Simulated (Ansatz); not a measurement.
Structure types of Hf were relaxed at one common pressure (all-electron LAPW in Ansatz 0.2.0 under PBEsol, scalar-relativistic, no spin polarisation, zero temperature). They take these volumes:

| type | space group | V (Å³/atom) |
| --- | --- | --- |
| fcc | Fm-3m | 15.10 |
| bcc | Im-3m | 14.78 |
| hcp | P6_3/mmc | 15.19 |
| omega | P6/mmm | 15.23 |
| sc | Pm-3m | 15.65 |
| beta tin | I4_1/amd | 15.22 |

Task: At about which pressure, and is the densest type also the lowest in enthalpy?

Result: 71 GPa. The densest is bcc, and it is also the lowest in enthalpy among these.
